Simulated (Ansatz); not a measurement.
FeS$_{2}$ in space group Pnnm (No. 58; Fe on 2a, S on 4g) at seven volumes, plane-wave PAW PBE (Ansatz code), shape and atoms relaxed at each. One row is withheld.

```tsv
V (Å³/atom)	P (GPa)
12.344	17.65
12.751	?
13.158	4.91
13.565	0.00
13.972	-4.14
14.379	-7.60
14.786	-10.52
```

Fit the shown pressures and predict the withheld one.

P = (3/2)B₀(x^(7/2) − x^(5/2))[1 + (3/4)(B′ − 4)(x − 1)] with x = (V₀/V)^(2/3). Least squares on the six rows gives V₀ = 13.565 Å³/atom, B₀ = 150 GPa, B′ = 4.73. At V = 12.751, x = 1.0421 and P = 10.75 GPa. The run itself gave 10.73 GPa.

Symmetry was held in the PBE relaxation. The workflow began spin-polarised and lost its moments.

Potentials: the later of the program's two PAW sets.
